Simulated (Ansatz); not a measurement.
# SnO2 with phosphorus replacing O: gradients before and after relaxing the atoms

Start: a supercell of SnO2 (rutile type, P4_2/mnm) built from a measured structure from the Crystallography Open Database (COD), with all atoms left at the host's positions.

Space group Pmm2 (No. 25); a = 6.7005, b = 9.5595, c = 6.7005 Å.

```csv
site,Wyckoff,site symmetry,x,y,z
Sn1,1a,mm2,0.0000,0.0000,0.0000
Sn2,2g,m..,0.0000,0.3333,0.0000
Sn4,1c,mm2,0.5000,0.0000,0.5000
Sn5,2h,m..,0.5000,0.3333,0.5000
Sn7,2g,m..,0.0000,0.1667,0.5000
Sn8,1b,mm2,0.0000,0.5000,0.5000
Sn10,2h,m..,0.5000,0.1667,0.0000
Sn11,1d,mm2,0.5000,0.5000,0.0000
P,1a,mm2,0.0000,0.0000,0.3071
O14,2g,m..,0.0000,0.3333,0.3071
O16,1c,mm2,0.5000,0.0000,0.8071
O17,2h,m..,0.5000,0.3333,0.8071
O19,4i,1,0.3071,0.1667,0.5000
O20,2f,.m.,0.3071,0.5000,0.5000
O22,4i,1,0.8071,0.1667,0.0000
O23,2f,.m.,0.8071,0.5000,0.0000
O25,1a,mm2,0.0000,0.0000,0.6929
O26,2g,m..,0.0000,0.3333,0.6929
O28,1c,mm2,0.5000,0.0000,0.1929
O29,2h,m..,0.5000,0.3333,0.1929
```

One atom of each set is listed; the run and its k-mesh use a cell of 36 atoms with edges of 6.70, 6.70, 9.56 Å.

The numbers come from a DFT calculation in Ansatz (PBE, plane waves and PAW, scalar-relativistic, 420 eV cutoff, Γ-centred 3×3×2 k-points, Fermi–Dirac smearing 0.01 eV, cell charge -1).

The largest force at the start is 8.4 eV/Å. Relaxing the ions at fixed cell moves them by 0.250 Å at most (atom 1, Sn) and 0.116 Å rms.

```tsv
site	moved (Å)	first shell before	first shell after	V_zz before (10²¹ V/m²)	η before
Sn1	0.250	5 O at 2.05–2.06 Å, 1 P at 2.06 Å	5 O at 1.88–2.13 Å, 1 P at 2.20 Å	-27.2	0.29
Sn2	0.021	6 O at 2.05–2.06 Å	6 O at 2.02–2.05 Å	-5.49	0.82
Sn4	0.006	6 O at 2.05–2.06 Å	6 O at 2.05–2.08 Å	-6.55	0.60
Sn7	0.163	5 O at 2.05–2.06 Å, 1 P at 2.05 Å	5 O at 1.99–2.07 Å, 1 P at 2.28 Å	-26.0	0.12
Sn8	0.053	6 O at 2.05–2.06 Å	6 O at 2.00–2.04 Å	-5.70	0.48
Sn10	0.028	6 O at 2.05–2.06 Å	6 O at 2.03–2.09 Å	6.07	0.65
P	0.105	3 Sn at 2.05–2.06 Å	3 Sn at 2.20–2.28 Å	-5.45	0.19
O14	0.046	3 Sn at 2.05–2.06 Å	3 Sn at 2.00–2.06 Å	-9.67	0.36
O19	0.148	3 Sn at 2.05–2.06 Å	3 Sn at 2.02–2.08 Å	-9.84	0.18
O22	0.211	3 Sn at 2.05–2.06 Å	3 Sn at 2.03–2.13 Å	-9.98	0.32
```

Question: How do the gradients change?

Answer: 

| site | V_zz after | η after | change of V_zz |
| --- | --- | --- | --- |
| Sn1 | -34.6 | 0.21 | -7.47 |
| Sn2 | -5.22 | 0.25 | +0.27 |
| Sn4 | 7.69 | 0.36 | – |
| Sn7 | -19.54 | 0.26 | +6.51 |
| Sn8 | -4.57 | 0.15 | +1.13 |
| Sn10 | 7.55 | 0.10 | +1.48 |
| P | -7.92 | 0.12 | -2.47 |
| O14 | -9.38 | 0.56 | +0.29 |
| O19 | -10.25 | 0.21 | -0.41 |
| O22 | -9.96 | 0.45 | +0.02 |

The largest change of V_zz along a kept axis is on Sn1, from -27.2 to -34.6. In per cent, |V_zz| changes by -25 to +27 on Sn, +45 on P, -3 to +4 on O (all sites that start above 2, bar those whose gradient vanishes or changes sign or whose main axis turns by over 40°). Where |V_zz| stays above 0.1 and the axes keep their order, η moves most on Sn2, from 0.82 to 0.25. On Sn10, Sn8, P V_xx and V_yy change places (or their axes turn by over 50°), so the two values of η hide a larger change. On Sn4 the largest principal value lies along another axis in the second run, so the two V_zz can't be compared directly. The table leaves out 10 of the 20 sites, with |V_zz| up to 10.99; their tensors move by 1.17 at most along any direction. The statements above cover all sites. The host's own positions weren't relaxed first, so part of the change far from the defect can be the host's relaxation.

The run isn't spin-polarised, and a state with spin may lie lower. The defect repeats with the cell of 36 atoms, so it feels its images: sites between two images don't show the values beside a lone defect, and zeros or small values of η there can come from the images' arrangement. O and Sn carry a gradient in the pure host already, so the values there aren't the defect's effect alone. A uniform background compensates the cell's charge. The defect cell has no gap above 0.1 eV on its mesh, so the values can hang on the smearing and the k-mesh. Without spin–orbit coupling (the program notes it for Sn) the gradients can shift somewhat, as the gap is small.
Before: The cell keeps the host's lattice, where the PBE pressure is 22 GPa (in a charged cell this depends on the convention for the mean potential). The neighbours have not yet relaxed around the defect (largest force 8.4 eV/Å), so the values at and beside it are those of a strained start, not of the defect in a real crystal.
After: The relaxation keeps the site symmetry mm2 of the start, so the impurity can move only along its axis; a distortion that would localise the partly filled state isn't explored. The cell keeps the host's lattice, where the PBE pressure is 19 GPa (in a charged cell this depends on the convention for the mean potential).
